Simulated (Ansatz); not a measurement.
Computed properties of GeTePb2Se2

GeTePb₂Se₂:
```cif
data_GePb2Se2Te
_chemical_formula_sum 'Ge1 Te1 Pb2 Se2'
_space_group_name_H-M_alt 'P3m1'
_space_group_IT_number 156
_space_group_name_Hall 'P 3 -2"'
_cell_length_a 4.21641
_cell_length_b 4.21641
_cell_length_c 10.45991
_cell_angle_alpha 90.000
_cell_angle_beta 90.000
_cell_angle_gamma 120.000
loop_
_atom_site_label
_atom_site_type_symbol
_atom_site_symmetry_multiplicity
_atom_site_Wyckoff_symbol
_atom_site_fract_x
_atom_site_fract_y
_atom_site_fract_z
_atom_site_occupancy
Ge1 Ge 1 a 0.00000 0.00000 0.00995 1
Te1 Te 1 c 0.66667 0.33333 0.86092 1
Pb1 Pb 1 c 0.66667 0.33333 0.31732 1
Pb2 Pb 1 b 0.33333 0.66667 0.65699 1
Se1 Se 1 b 0.33333 0.66667 0.15701 1
Se2 Se 1 a 0.00000 0.00000 0.49780 1
```

Space group P3m1 (No. 156); conventional cell a = 4.216 Å, b = 4.216 Å, c = 10.460 Å, α = 90.00°, β = 90.00°, γ = 120.00°.

Method: DFT-LDA in the program Ansatz with PAW potentials. Geometry: relaxed at this level of theory. Other levels are named where they apply.

**Cell and energy**

```yaml
volume_per_atom: 26.84 Å³
density: 7.97 g/cm³
Formation energy from the elements (no fitted shifts): -0.36 eV/atom
```

**Electronic structure**

```yaml
band_gap: 0.23 eV (direct)
valence_band_maximum: at L
conduction_band_minimum: at L (3 equivalent valleys)
electron_effective_mass: 0.091, 0.14, 0.17 mₑ (principal values)
hole_effective_mass: 0.074, 0.11, 0.11 mₑ (principal values)
```

**Mechanics**

```yaml
Bulk modulus (Birch–Murnaghan fit): 50.8 GPa
Pressure derivative B′: 6.9
```

**Phonons**

```yaml
Highest zone-centre frequency (without LO–TO term): 164 cm⁻¹
zone_centre_stability: no imaginary mode at Γ
```

The first step of the workflow began from a Materials Project structure, measured or hypothetical; the Crystallography Open Database copy checked does not list it. Whether it is the stable phase at ambient conditions was not checked. The cell was relaxed with LDA under the symmetry of its start. The references are the lowest solids computed at this level, not always the standard phases. Spin–orbit coupling is left out wherever it is not named.

Potentials: the later of the program's two PAW sets.
